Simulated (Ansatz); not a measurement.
SiOs:
```cif
data_OsSi
_chemical_formula_sum 'Si1 Os1'
_space_group_name_H-M_alt 'Pm-3m'
_space_group_IT_number 221
_space_group_name_Hall '-P 4 2 3'
_cell_length_a 2.93544
_cell_length_b 2.93544
_cell_length_c 2.93544
_cell_angle_alpha 90.000
_cell_angle_beta 90.000
_cell_angle_gamma 90.000
loop_
_atom_site_label
_atom_site_type_symbol
_atom_site_symmetry_multiplicity
_atom_site_Wyckoff_symbol
_atom_site_fract_x
_atom_site_fract_y
_atom_site_fract_z
_atom_site_occupancy
Si1 Si 1 b 0.50000 0.50000 0.50000 1
Os1 Os 1 a 0.00000 0.00000 0.00000 1
```

Relaxed with r²SCAN.

Question: Tabulate the valence density and the electron localisation function along the shortest Os–Os contact (2.94 Å), r²SCAN in the plane-wave PAW code Ansatz.

Answer: 

```
distance from Os (Å)  density (e/Å³)   ELF
--------------------  --------------  ----
0.29                            7.71  0.53
0.44                            6.52  0.65
0.59                            4.43  0.62
0.73                            2.41  0.48
0.88                            1.15  0.29
1.03                            0.63  0.20
1.17                            0.44  0.24
1.32                            0.37  0.35
1.47                            0.35  0.41
1.61                            0.37  0.35
1.76                            0.44  0.24
1.91                            0.63  0.20
2.05                            1.15  0.29
2.20                            2.41  0.48
2.35                            4.43  0.62
2.50                            6.52  0.65
2.64                            7.71  0.53
```

The density is the valence pseudo-density with augmentation charge, so density and ELF within about 1 Å of a nucleus are not all-electron values.

The workflow started from a Materials Project entry (that database holds measured and hypothetical structures alike); the Crystallography Open Database copy checked does not list it. COD files the formula under space group No. 198. Whether it is the stable phase at ambient conditions was not checked. Symmetry was held in the r²SCAN relaxation; whether a distortion lowers the energy is not shown. The run is not spin-polarised. Scalar-relativistic: spin–orbit coupling is off unless named, which matters more the heavier the elements.

Potentials: the later of the program's two PAW sets.
